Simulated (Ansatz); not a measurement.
Input:

CuO:
```yaml
crystal:
  lattice:
    - [5.51102, 0.00000, 0.00000]
    - [0.00000, 5.51102, 0.00000]
    - [0.00000, 0.00000, 5.48989]
  atoms:
    - { symbol: Cu, position: [0.50000, 0.24994, 0.50000] }
    - { symbol: Cu, position: [0.50000, 0.75006, 0.50000] }
    - { symbol: Cu, position: [0.75006, 0.50000, 0.00000] }
    - { symbol: Cu, position: [0.24994, 0.50000, 0.00000] }
    - { symbol: O, position: [0.74998, 0.50000, 0.50000] }
    - { symbol: O, position: [0.25002, 0.50000, 0.50000] }
    - { symbol: O, position: [0.50000, 0.25002, 0.00000] }
    - { symbol: O, position: [0.50000, 0.74998, 0.00000] }
    - { symbol: Cu, position: [0.00000, 0.74994, 0.50000] }
    - { symbol: Cu, position: [0.00000, 0.25006, 0.50000] }
    - { symbol: Cu, position: [0.25006, 0.00000, 0.00000] }
    - { symbol: Cu, position: [0.74994, 0.00000, 0.00000] }
    - { symbol: O, position: [0.24998, 0.00000, 0.50000] }
    - { symbol: O, position: [0.75002, 0.00000, 0.50000] }
    - { symbol: O, position: [0.00000, 0.75002, 0.00000] }
    - { symbol: O, position: [0.00000, 0.24998, 0.00000] }
```
The run is spin-polarised, in the one order tried: antiferromagnetic.

This is the r²SCAN-relaxed structure.

**Question.** All from plane-wave PAW r²SCAN (Ansatz code), unless another level is named. Estimate the net moment.

**Answer.** 0.00 μB per atom.

**Question.** Give the Bader charges.

**Answer.** Cu +1.17, O -1.17 e.

Space group I4/mmm. The start of the workflow was typed in or built on a structure type; neither database checked (COD, Materials Project) lists it. It is not the phase usual at ambient conditions (space group No. 15). The cell was relaxed with r²SCAN under the symmetry of its start, as lowered by the spin order; its stability against distortions is not shown here. Magnetic state: antiferromagnetic, the only order run, not a proven ground state. Other orbital occupations within this spin state were not tried. No Hubbard U is applied.

Potentials: the earlier of the program's two PAW sets. The files were generated under PBE; for other functionals the program regenerates the frozen cores, and for LDA and PBEsol the local potential too.
